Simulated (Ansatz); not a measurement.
## Rocksalt alloy of LiF and NaF (24 of 32 Li sites exchanged), 64 atoms

Ansatz, PAW, plane waves. PBEsol relaxation of volume and atoms (shape held) at the single k point (¼, ¼, ¼) without its symmetry partners; single points on the relaxed atoms at the Γ point alone, onto which points of the small cell's zone fold. Arrangement: quasirandom. No spin–orbit coupling unless named.

Relaxed structure:

```yaml
crystal:
  lattice:
    - [9.01723, 0.00000, 0.00000]
    - [0.00000, 9.01723, 0.00000]
    - [0.00000, 0.00000, 9.01723]
  atoms:
    - { symbol: F, position: [0.23723, 0.01275, 0.99944] }
    - { symbol: F, position: [0.25035, 0.00048, 0.50038] }
    - { symbol: F, position: [0.24696, 0.48808, 0.98131] }
    - { symbol: F, position: [0.25004, 0.49684, 0.52112] }
    - { symbol: F, position: [0.76155, 0.00240, 0.01058] }
    - { symbol: F, position: [0.75204, 0.00026, 0.49228] }
    - { symbol: F, position: [0.75154, 0.49930, 0.99062] }
    - { symbol: F, position: [0.75173, 0.49918, 0.51059] }
    - { symbol: F, position: [0.01108, 0.23691, 0.99806] }
    - { symbol: F, position: [0.00299, 0.24681, 0.47022] }
    - { symbol: F, position: [0.00099, 0.76202, 0.01420] }
    - { symbol: F, position: [0.00102, 0.75218, 0.48661] }
    - { symbol: F, position: [0.48925, 0.24827, 0.99885] }
    - { symbol: F, position: [0.49805, 0.24912, 0.49944] }
    - { symbol: F, position: [0.49768, 0.75131, 0.00110] }
    - { symbol: F, position: [0.49983, 0.74936, 0.49745] }
    - { symbol: F, position: [0.98850, 0.99768, 0.23454] }
    - { symbol: F, position: [0.99975, 0.01558, 0.76109] }
    - { symbol: F, position: [0.99893, 0.47591, 0.24658] }
    - { symbol: F, position: [0.00237, 0.48661, 0.75238] }
    - { symbol: F, position: [0.50946, 0.99955, 0.24777] }
    - { symbol: F, position: [0.50185, 0.00142, 0.75085] }
    - { symbol: F, position: [0.50100, 0.50019, 0.24995] }
    - { symbol: F, position: [0.53002, 0.49619, 0.75017] }
    - { symbol: F, position: [0.23747, 0.24990, 0.23321] }
    - { symbol: F, position: [0.23069, 0.26234, 0.76063] }
    - { symbol: F, position: [0.23499, 0.74944, 0.24809] }
    - { symbol: F, position: [0.24674, 0.73805, 0.75155] }
    - { symbol: F, position: [0.76264, 0.23644, 0.24663] }
    - { symbol: F, position: [0.77202, 0.26099, 0.75152] }
    - { symbol: F, position: [0.76877, 0.75853, 0.24819] }
    - { symbol: F, position: [0.75474, 0.74335, 0.74956] }
    - { symbol: Li, position: [0.00170, 0.01100, 0.00826] }
    - { symbol: Li, position: [0.23534, 0.24654, 0.00206] }
    - { symbol: Li, position: [0.21953, 0.48349, 0.75547] }
    - { symbol: Li, position: [0.76599, 0.00857, 0.23903] }
    - { symbol: Li, position: [0.74896, 0.49068, 0.74834] }
    - { symbol: Li, position: [0.00101, 0.25434, 0.25195] }
    - { symbol: Li, position: [0.00214, 0.24683, 0.77906] }
    - { symbol: Li, position: [0.99107, 0.77851, 0.23889] }
    - { symbol: Na, position: [0.99874, 0.00263, 0.49488] }
    - { symbol: Na, position: [0.99945, 0.49765, 0.00137] }
    - { symbol: Na, position: [0.99987, 0.49671, 0.49914] }
    - { symbol: Na, position: [0.49939, 0.00187, 0.00138] }
    - { symbol: Na, position: [0.50368, 0.99923, 0.49702] }
    - { symbol: Na, position: [0.49766, 0.49765, 0.99437] }
    - { symbol: Na, position: [0.50077, 0.49934, 0.50546] }
    - { symbol: Na, position: [0.24526, 0.25077, 0.50035] }
    - { symbol: Na, position: [0.24640, 0.75007, 0.99914] }
    - { symbol: Na, position: [0.24806, 0.74652, 0.50006] }
    - { symbol: Na, position: [0.75454, 0.25007, 0.99982] }
    - { symbol: Na, position: [0.75626, 0.24933, 0.49914] }
    - { symbol: Na, position: [0.75264, 0.75167, 0.99959] }
    - { symbol: Na, position: [0.75303, 0.75008, 0.49790] }
    - { symbol: Na, position: [0.24450, 0.00160, 0.24696] }
    - { symbol: Na, position: [0.24705, 0.00395, 0.75273] }
    - { symbol: Na, position: [0.24518, 0.49835, 0.24633] }
    - { symbol: Na, position: [0.75422, 0.00286, 0.75196] }
    - { symbol: Na, position: [0.75492, 0.49897, 0.25049] }
    - { symbol: Na, position: [0.99996, 0.74923, 0.75221] }
    - { symbol: Na, position: [0.49996, 0.24752, 0.24719] }
    - { symbol: Na, position: [0.49557, 0.25417, 0.75131] }
    - { symbol: Na, position: [0.50508, 0.75231, 0.24955] }
    - { symbol: Na, position: [0.50084, 0.74299, 0.74900] }
```

(1) What are the mean bond lengths by pair (pairs within 1.2 times the sum of covalent radii, less contacts 15 % beyond the pair's median; cation–cation pairs of compounds aside; long ionic contacts are cut short by that bound)?

(2) What gap lies between the top filled and the lowest empty level in the single points?

Results:

(1) F–Li 2.077 ± 0.074 Å (standard deviation, 33 bonds); F–Na 2.287 ± 0.059 Å (standard deviation, 144 bonds).

(2) HSE06 8.81 eV (14 s on NVIDIA GB300).
